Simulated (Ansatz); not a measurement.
A relaxed cell of InOs is given with its symmetry left out. The cell was found from a structure generator's guess, not taken from experiment.

Method: Ansatz 0.2.0, DFT PBE, scalar-relativistic, plane waves, PAW. Cutoff 420 eV, Γ-centred mesh, Gaussian smearing, no spin polarisation.

```
In Os
1.0
     3.02153    0.00000    0.00000
    -1.51076    2.61672    0.00000
     0.00000    0.00000    4.39512
In Os
1 1
Cartesian
  0.0000 0.0000 0.0000
  0.0000 1.7445 2.1976
```

Formation energies are uncorrected and refer to the elements' standard structures at the same level.

Problem. Find its symmetry and describe it.

Solution. P-6m2 (No. 187), with In and Os ordered on hcp sites. Conventional cell: a = 3.022 Å, c = 4.395 Å. In is surrounded by 6 Os at 2.81 Å and 6 In at 3.02 Å; Os has 6 In at 2.81 Å and 6 Os at 3.02 Å.

Problem. How far does it lie from the elements in energy?

Solution. +0.60 eV/atom. A positive value: parting into the elements would lower its energy.

Problem. Is it a metal?

Solution. Yes, bands cross the Fermi level on the 24×24×14 mesh.

Problem. From what recipe could a structure generator have reached it?

Solution. One such recipe: close-packed layers stacked AB, next cell at A (P-6m2, No. 187). Other recipes can lead to the same cell.

The last run used a 24×24×14 mesh (in the run's order of axes) for its 2-atom cell and Gaussian smearing of 0.10 eV. Spin–orbit coupling, which can matter for Os, is left out. A structure relaxed within its symmetry needn't be a true minimum.
